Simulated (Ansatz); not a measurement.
Problem. Name crystals whose computed values (PBE (plane waves, PAW; program Ansatz)) fall in these windows: gap (eV) 1.8 to 2.3; highest Γ mode, no LO–TO term (cm⁻¹) 120 to 160.

Solution. 

```
crystal                                                 gap (eV)  highest Γ mode, no LO–TO term (cm⁻¹)
------------------------------------------------------  --------  ------------------------------------
CsSnI3, Pnma (Pearson symbol oP20)                          2.08                                   130
CsPbBr3, Pnma (Pb on 4a, Cs on 4c, Br on 8d, Br on 4c)      2.12                                   143
```
Others may fit too.

All cells were relaxed under the symmetry of their starts (and spin orders); stability against distortions was not tested throughout. Scalar-relativistic: spin–orbit coupling is off unless named, which matters more the heavier the elements.

Potentials: the later of the program's two PAW sets.
